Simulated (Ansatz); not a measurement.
Is this SiP₇ structure a true minimum?

The cell was found from a proposed guess, not taken from experiment.

Level of theory: DFT PBE, scalar-relativistic, plane waves, PAW in Ansatz 0.2.0. Plane waves to 420 eV, a k mesh through Γ of 6×6×6 on the computed 8-atom cell and Gaussian smearing (0.10 eV); no spin polarisation.

The cell below (8 atoms, space group R3m (No. 160)) is relaxed within its symmetry.

```
Si P
1.0
     3.46320    1.99948    3.19315
    -3.46320    1.99948    3.19315
     0.00000   -3.99896    3.19315
Si P
1 7
Cartesian
  0.0000 0.0000 0.1591
  1.7173 -0.9915 3.2411
  0.0000 0.0000 5.2790
  -1.7173 -0.9915 3.2411
  0.0000 1.9830 3.2411
  -1.7080 0.9861 2.1213
  1.7080 0.9861 2.1213
  0.0000 -1.9723 2.1213
```

For the test it was strained at random (σ = 1.5 % a component), the atoms were moved at random (σ = 0.15 Å), and all was relaxed again on a coarse 6×6×6 mesh (in the run’s order of axes) with 0.20 eV smearing, with no symmetry imposed.

An odd number of electrons in the primitive cell allows no gap without spin; a larger cell or a magnetic state could open one. The cell is a metal run without spin; a magnetic state may lie lower.

**Question.** Does it come back?

**Answer.** It returns, within 1 meV/atom of the unmoved cell on that mesh and with the same symmetry when read at 0.1 Å. So it is stable against the distortions that fit this cell and that this random move excites. Modes that don't fit the cell aren't tested.
